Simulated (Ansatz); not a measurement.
## Ba₄Bi₃: pressure against volume

A database entry relaxed whole under r2SCAN (I-43d):

```
CELL_PARAMETERS angstrom
-5.34280 5.34280 5.34280
5.34280 -5.34280 5.34280
5.34280 5.34280 -5.34280
ATOMIC_POSITIONS crystal
Ba 0.14450 0.14450 0.14450
Ba 0.85550 0.50000 0.00000
Ba 0.50000 0.00000 0.35550
Ba 0.00000 0.85550 0.50000
Ba 0.35550 0.50000 0.00000
Ba 0.64450 0.64450 0.64450
Ba 0.00000 0.35550 0.50000
Ba 0.50000 0.00000 0.85550
Bi 0.25000 0.62500 0.37500
Bi 0.37500 0.25000 0.62500
Bi 0.75000 0.87500 0.12500
Bi 0.12500 0.75000 0.87500
Bi 0.62500 0.37500 0.25000
Bi 0.87500 0.12500 0.75000
```

The cell was scaled uniformly, its shape held, and the atoms relaxed at each volume with plane-wave PAW DFT (Ansatz 0.2.0; r2SCAN, 500 eV, 5×5×5 Γ-centred mesh, fermi-dirac occupations of width 0.100 eV; no spin, no spin-orbit coupling). One row is withheld.

```tsv
volume (Å³/atom)	energy over the lowest (meV/atom)	pressure (GPa)
40.961	13.6	1.85
41.832	5.6	1.17
42.704	?	?
43.575	0.0	-0.01
44.447	1.6	-0.52
45.318	5.8	-0.94
46.190	12.2	-1.33
```

Question: Fit the pressures of the other rows to the third-order Birch-Murnaghan form.

Answer: With f = [(V₀/V)^(2/3) − 1]/2 and P = 3B₀f(1 + 2f)^(5/2)[1 + 3(B₀′ − 4)f/2], least squares gives V₀ = 43.55 Å³ an atom, B₀ = 26.1 GPa and B₀′ = 4.8; the rows miss the fit by 0.01 GPa. The slope of the energies differs from these pressures by less than 0.05 GPa.

Question: What does the withheld row hold?

Answer: The fit gives 0.54 GPa at 42.704 Å³; the run gave 0.55 GPa and 1.2 meV an atom.

Caveats: the shape of the cell was held; 0 K, fixed nuclei; the symmetry was kept, and this need not be the phase that is stable at 0 K; one mesh for all volumes; every run is gapless at this level; pressure is positive in compression.
